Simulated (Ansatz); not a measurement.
## Calculated with Ansatz: CsZrAgS3, relaxation

input.yaml:

```yaml
crystal:
  lattice:
    - [4.012976, 0.0, 0.0]
    - [2.006488, -7.426287, 0.0]
    - [0.0, 0.0, -10.286544]
  atoms:
    - { symbol: Cs, position: [0.74083, 0.51834, 0.75] }
    - { symbol: Cs, position: [0.25917, 0.48166, 0.25] }
    - { symbol: Zr, position: [0.0, 0.0, 0.0] }
    - { symbol: Zr, position: [0.0, 0.0, 0.5] }
    - { symbol: Ag, position: [0.45546, 0.08908, 0.75] }
    - { symbol: Ag, position: [0.54454, 0.91092, 0.25] }
    - { symbol: S, position: [0.05573, 0.88854, 0.75] }
    - { symbol: S, position: [0.94427, 0.11146, 0.25] }
    - { symbol: S, position: [0.38196, 0.23608, 0.96189] }
    - { symbol: S, position: [0.61804, 0.76392, 0.46189] }
    - { symbol: S, position: [0.61804, 0.76392, 0.03811] }
    - { symbol: S, position: [0.38196, 0.23608, 0.53811] }
  symmetry: { tolerance: 0.0003 }
kpoints:
  mp_grid: { grid: [6, 6, 2], shift: [0, 0, 0] }
magnetization:
  spin_polarized: false
scf:
  occupations: { method: fermi_dirac }
  lower_state_search: "off"
hamiltonian:
  pseudopotentials: { kind: paw }
  xc: r2scan
basis:
  ecutwfc: 500
  fft_grid_basis: typed
relax:
  max_steps: 80
  cell: { p_target: 0.0 }
  f_tol: 0.03
output:
  forces: true
  stress: true
  eigenvalues: true
  bader: false
  populations: true
  elf: true
  write_potential: true
  volumetric_format: npy
  dos:
    e_range: [-12, 8]
    de: 0.05
    projected: { site_lists: { Ag: [Ag], Cs: [Cs], S: [S], Zr: [Zr] } }
  write_density: true
checkpoint:
  read: saved_state
```

Run with:

```bash
ansatz run input.yaml --threads 2 --pin off --max-ram 2560MiB --backend cpu --events-out ev --progress --plain --runs-dir out
```

Origin of the cell: a known structure type with other elements, at an estimated volume, so it need not be a known compound.

The smearing width isn't typed, so it takes its default of 0.1 eV.

The saved state is a converged single point of the same cell.

Steps («new basis» is an SCF on plane waves selected anew at the same cell):

| step | ΔF (meV/atom) | max force component (eV/Å) | P (GPa) | volume (Å³) | SCF iterations | step was |
| --- | --- | --- | --- | --- | --- | --- |
| 1 | 0.0 | 0.504 | -1.44 | 306.55 | 7 | accepted |
| 2 | 5.3 | 0.914 | 3.77 | 294.12 | 7 | rejected |
| 3 | -20.7 | 0.174 | -0.09 | 303.58 | 11 | accepted |
| 4 | -23.6 | 0.110 | 0.17 | 308.11 | 7 | accepted |
| 5 | -23.9 | 0.079 | -0.26 | 308.59 | 6 | accepted |
| 6 | -24.1 | 0.018 | -0.01 | 307.64 | 6 | accepted |
| 7 | -24.1 | 0.006 | 0.00 | 307.74 | 7 | accepted |
| 8 | -24.1 | 0.006 | 0.00 | 307.74 | 6 | new basis |

The starting structure.

Space group Cmcm (No. 63); the run's cell has a = 4.013 Å, b = 7.693 Å, c = 10.287 Å, α = 90.00°, β = 90.00°, γ = 74.88°. Shortest distances: Ag–S 2.44 Å, S–Zr 2.69 Å, Ag–Zr 3.33 Å, Cs–S 3.40 Å, S–S 3.59 Å.

After:

Space group Cmcm (No. 63); the run's cell has a = 3.879 Å, b = 8.030 Å, c = 10.181 Å, α = 90.00°, β = 90.00°, γ = 76.02°. Shortest distances: Ag–S 2.44 Å, S–Zr 2.63 Å, Ag–Zr 3.29 Å, Cs–S 3.50 Å, S–S 3.54 Å.

```yaml
crystal:
  lattice:
    - [3.87936, 0.00000, 0.00000]
    - [1.93968, -7.79206, 0.00000]
    - [0.00000, 0.00000, -10.18063]
  atoms:
    - { symbol: Cs, position: [0.74162, 0.51676, 0.75000] }
    - { symbol: Cs, position: [0.25838, 0.48324, 0.25000] }
    - { symbol: Zr, position: [0.00000, 0.00000, 0.00000] }
    - { symbol: Zr, position: [0.00000, 0.00000, 0.50000] }
    - { symbol: Ag, position: [0.45207, 0.09585, 0.75000] }
    - { symbol: Ag, position: [0.54793, 0.90415, 0.25000] }
    - { symbol: S, position: [0.05491, 0.89017, 0.75000] }
    - { symbol: S, position: [0.94509, 0.10983, 0.25000] }
    - { symbol: S, position: [0.38820, 0.22360, 0.96926] }
    - { symbol: S, position: [0.61180, 0.77640, 0.46926] }
    - { symbol: S, position: [0.61180, 0.77640, 0.03074] }
    - { symbol: S, position: [0.38820, 0.22360, 0.53074] }
```

- Free energy lowered by: 24.1 meV/atom
- Volume change: 0.39 %
- Final pressure: 0.00 GPa
- Relaxation steps listed: 8

Caveats: the relaxation held the start's symmetry, so the end may be a saddle point.

Time: 11 min on 2 threads of Arm Neoverse N1, on a shared host, peak memory 1.6 GiB, from a saved density.
